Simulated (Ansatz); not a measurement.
CdS built on the wurtzite prototype (r2SCAN geometry), in Ansatz:

```xyz
4
Lattice="4.1646 0.0000 0.0000 -2.0823 3.6067 0.0000 0.0000 0.0000 6.7660" Properties=species:S:1:pos:R:3 pbc="T T T"
Cd    0.0000    2.4044   -0.0065
Cd    2.0823    1.2022    3.3765
S     0.0000    2.4044    2.5438
S     2.0823    1.2022    5.9268
```

G0W0@PBE with 557 empty bands, a screening cutoff of 180 eV and a 6×6×2 mesh (PAW, contour deformation) gives 1.950 eV over the mesh points, from a PBE gap of 1.173 eV; it sums over 583 bands with 573 plane waves in the screening and a wave cutoff of 420 eV. The G0W0 figures hold for the stated bands, cutoff and mesh and aren't extrapolated. The values are computed, spin-unpolarised, and not measurements.

(1) Another run gave a Kohn-Sham gap of 1.173 eV and a G0W0 gap of 1.900 eV, summing over 256 bands with 245 plane waves in the screening and a wave cutoff of 420 eV. What was changed?

(2) Estimate the gap with potentials of the kind norm-conserving, with them a wave cutoff of 1071 eV.

(3) Estimate the gap with starting point PBE0.

(4) Another run gave a Kohn-Sham gap of 1.632 eV and a G0W0 gap of 2.270 eV, summing over 583 bands with 573 plane waves in the screening and a wave cutoff of 500 eV. What was changed?

## Answers

(1) Empty bands 230, screening cutoff 100 eV. The counts of bands and plane waves show that both rose or fell; the cutoff follows only within a few eV.

(2) 1.958 eV (+0.008 eV), from a Kohn-Sham gap of 1.173 eV.

(3) 2.762 eV (+0.812 eV), from a Kohn-Sham gap of 2.842 eV.

(4) Starting point r2SCAN, with them a wave cutoff of 500 eV. The Kohn-Sham gap has moved while bands and screening basis stay; the higher wave cutoff is that of a meta-GGA.

The runs are scalar-relativistic, without spin-orbit coupling.

The program warns that the k mesh is coarse for exact exchange in some of these runs, so their gaps aren't converged.

With a shallow d shell on the cation, G0W0 converges slowly in bands and cutoff, so these values are in doubt.
